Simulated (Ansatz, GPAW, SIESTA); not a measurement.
Si: 4 runs at one level of theory

```
Si
1.0
     2.62054    0.00000    0.00000
    -1.31027    2.26946    0.00000
     0.00000    0.00000    2.46635
Si
1
Direct
  0.00000 0.00000 0.00000
```

This isn't the form of Si at room conditions, which is diamond.

Alike in all runs: task band structure; functional PBEsol; k mesh 12 × 12 × 11; occupations fermi-dirac, width 0.05 eV; no spin polarisation; no spin-orbit coupling. Pressure is positive in compression and, in plane waves, holds the error of the finite cutoff, which Ansatz's Pulay term estimates and takes out.

```tsv
program and potentials	plane-wave cutoff (eV)	notes	pressure (GPa)
Ansatz, PAW datasets made for the crystal	200	-	0.55
GPAW, PAW data sets generated for this functional	600	-	1.04
SIESTA, files PseudoDojo sr-pbesol-0.4.1-standard, DZP (energy shift 0.003 Ry)	-	atomic basis	1.30
Ansatz, all-electron LAPW, scalar-relativistic	-	-	0.55
```

The pressure spans 0.55 (Ansatz, PAW datasets made for the crystal) to 1.30 GPa (SIESTA, files PseudoDojo sr-pbesol-0.4.1-standard, DZP (energy shift 0.003 Ry)), with all-electron results at 0.55. Rows in atomic bases carry the error of their basis and grid, which can be large.

Differences between rows come from potentials, basis sets and numerical settings, since the functional is the same but for its coding. Runs on potential files found faulty are left out.
